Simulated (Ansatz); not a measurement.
YGe in space group I4_1/amd (No. 141; Y on 4b, Ge on 4a) at seven volumes, PBE in the plane-wave PAW code Ansatz, shape and atoms relaxed at each. One row is withheld.

```
V (Å³/atom)  P (GPa)
-----------  -------
21.073          7.61
21.768             ?
22.462          2.17
23.157          0.00
23.852         -1.84
24.546         -3.38
25.241         -4.70
```

Question: Fit the shown pressures and predict the withheld one.

Answer: P = (3/2)B₀(x^(7/2) − x^(5/2))[1 + (3/4)(B′ − 4)(x − 1)] with x = (V₀/V)^(2/3). Least squares on the six rows gives V₀ = 23.159 Å³/atom, B₀ = 65.8 GPa, B′ = 4.30. At V = 21.768, x = 1.0422 and P = 4.66 GPa. The run itself gave 4.69 GPa.

A made-up cell: these elements were put on the sites of a structure type; neither database checked (COD, Materials Project) lists it. Whether it is the stable phase at ambient conditions was not checked. The cell was relaxed with PBE under the symmetry of its start; whether a distortion lowers the energy is not shown. The run is not spin-polarised.

Potentials: the later of the program's two PAW sets.
